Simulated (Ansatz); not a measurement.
## Co at a changed volume: Contact hyperfine fields

Cell: a COD entry, relaxed with PBE at fixed cell and then changed (volume scaled by 1.06, ions relaxed).

```
Co
1.0
     2.55454    0.00000    0.00000
    -1.27727    2.21229    0.00000
     0.00000    0.00000    4.16950
Co
2
Cartesian
  0.0000 1.4749 1.0424
  1.2773 0.7374 3.1271
```

Sites (sets of like atoms) are named by element and the number of their first atom in this list.

All values are calculated (Ansatz; DFT, PBE, plane waves and PAW, scalar-relativistic, collinear spin, 420 eV cutoff, Γ-centred 21×21×11 k-points, Fermi–Dirac smearing 0.05 eV), not measured. Start moments as typed (μB): 2 on each Co.

B_c = (2μ₀/3)μB(ρ↑ − ρ↓), with the spin density averaged over the Thomson radius around the nucleus, 7.77 T per e/Å³, positive along the up direction of the run. The valence column is what the valence and semicore waves of the PAW files give as listed; the rest comes from solving these waves and the inner shells again in each spin's potential.

**Question.** Give the site moments and the Fermi-contact fields.

**Answer.** The cell's net moment is 3.38 μB; the site moments, counted in spheres around the atoms, add up to 3.54 μB, and the difference lies between the spheres. One atom of each set is listed.

| site | atom | m (μB) | B_c (T) | valence column (T) | rest (T) |
| --- | --- | --- | --- | --- | --- |
| Co | 1 | 1.77 | -26.1 | 9.9 | -36.0 |

On Co the field amounts to -14.7 T per μB of the site's moment: core polarisation sets it against the moment.

At this changed cell the PBE pressure is -14 GPa. The run finds no gap above 0.1 eV, so moments and fields hang on the k-mesh and the smearing. Semilocal functionals underestimate the core's part of the field; in a metal the conduction electrons' part and a positive orbital field can offset that, so a measured field can be larger or smaller. Orbital and dipolar fields are left out.
